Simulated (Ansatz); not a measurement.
**TaS₂, first-principles data**

TaS2:
```
TaS2
1.0
    3.29093     0.00000     0.00000
   -1.64546     2.85003     0.00000
    0.00000     0.00000     5.72208
Ta S
1 2
Direct
  0.00000   0.00000   0.00000
  0.33333   0.66667   0.26862
  0.66667   0.33333   0.73138
```

Space group P-3m1 (No. 164), CdI2 type; conventional cell a = b = 3.291 Å, c = 5.722 Å, α = β = 90.00°, γ = 120.00°.

Method: LDA (plane waves, PAW; program Ansatz). The cell and atoms are relaxed at this level. Other levels are named where they apply.

### Cell and energy

```json
{
  "volume_per_atom": "17.89 Å³",
  "density": "7.58 g/cm³",
  "Formation energy from the elements (no fitted shifts)": "-1.14 eV/atom"
}
```

### Electronic structure

```json
{
 "electronic_character": "metallic (no gap)",
 "Density of states at the Fermi level": "0.48 states/eV per atom (mean over ±0.08 eV)",
 "Gap with spin–orbit coupling": "none (metallic)"
}
```

### Mechanics

```json
{
  "Bulk modulus (Birch–Murnaghan fit)": "44.7 GPa",
  "Pressure derivative B′": "11.3",
  "Elastic constants (relaxed ions, GPa)": "C11 = 193, C12 = 35.1, C13 = 14.1, C14 = -8.2, C33 = 60.0, C44 = 23.2",
  "mechanical_stability": "stable (all eigenvalues of C positive)",
  "hill_bulk_and_shear_moduli": "54.6 and 42.6 GPa",
  "Young's modulus": "101 GPa",
  "Poisson's ratio": "0.19",
  "debye_temperature_from_the_elastic_constants": "298 K"
}
```

### Charges

```json
{
  "bader_charges": "Ta +1.70, S -0.85 e"
}
```

The LDA relaxation kept the symmetry of its start. No spin polarisation was allowed. The volume moved by -17 % from the start of the relaxation. A crystal of weakly bound layers computed without a dispersion correction: the cell and the soft elastic constants depend strongly on that. With an odd number of electrons in the cell and no spin polarisation, the count alone makes it a metal. As this level gives no gap, shear constants depend on the k-mesh and smearing (Fermi–Dirac, 0.1 eV here). The references are the lowest solids computed at this level, not always the standard phases. Scalar-relativistic: spin–orbit coupling is off unless named, which matters more the heavier the elements.

Potentials: the later of the program's two PAW sets.
